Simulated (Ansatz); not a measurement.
B4C:
```xyz
15
Lattice="4.3712 2.7898 0.0000 -4.3712 2.7898 0.0000 -2.4176 0.0000 4.4083" Properties=species:S:1:pos:R:3 pbc="T T T"
B     -2.0989     2.7898     3.6957
B      0.2544     1.8919     2.1335
B      0.2544     3.6877     2.1335
B     -2.6943     3.6965     2.2281
B     -2.6943     1.8832     2.2281
B     -2.1241     2.7898     0.7972
B     -0.3054     2.7898     3.5792
B     -1.1790     1.3699     3.0640
B     -1.1790     4.2098     3.0640
B     -1.2527     4.2229     1.3172
B     -1.2527     1.3567     1.3172
B     -6.7561     2.7898     4.3549
C     -0.3956     2.7898     0.7743
C     -5.4038     2.7898     3.8850
C      3.0586     2.7898     0.4567
```

Relaxed with PBEsol. Special points in fractions of this cell's reciprocal vectors: Γ (0.000, 0.000, 0.000); C (0.382, 0.382, 0.000); C2 (-0.382, 0.618, 0.000); Y2 (-0.500, 0.500, 0.000); M2 (-0.500, 0.500, 0.500); D (-0.272, 0.728, 0.500); D2 (0.272, 0.272, 0.500); A (0.000, 0.000, 0.500); L2 (0.000, 0.500, 0.500); V2 (0.000, 0.500, 0.000).

### Question
List the band energies nearest the valence-band maximum at these points for the program Ansatz at the PBEsol level (PAW).

### Answer
In eV from the valence-band maximum; about four levels below and three above (degenerate sets whole), none deeper than 8.9 eV; points with the same levels are listed once.

```csv
k,below,above
Γ,-1.02 -1.00 -0.72 -0.19,4.95 5.23 5.29
C,-2.21 -1.79 -1.16 -0.42,3.33 3.62 4.09
Y2,-2.40 -1.59 -1.17 0.00,3.23 3.91 4.42
M2,-1.22 -1.07 -1.00 -0.48,2.88 3.42 4.17
D,-1.70 -1.48 -1.18 -0.87,3.46 3.56 4.40
A,-1.66 -1.35 -1.23 -0.19,2.82 3.86 4.16
L2,-2.15 -1.40 -0.65 -0.31,3.22 4.07 4.51
V2,-2.05 -1.64 -1.04 -0.64,2.85 3.31 4.13
```

Space group Cm. The workflow started from a Materials Project entry (that database holds measured and hypothetical structures alike); the Crystallography Open Database copy checked does not list it. Its standing as an ambient phase is unchecked. The PBEsol relaxation kept the symmetry of its start; phonons on a q-mesh show no instability.

Potentials: the earlier of the program's two PAW sets.
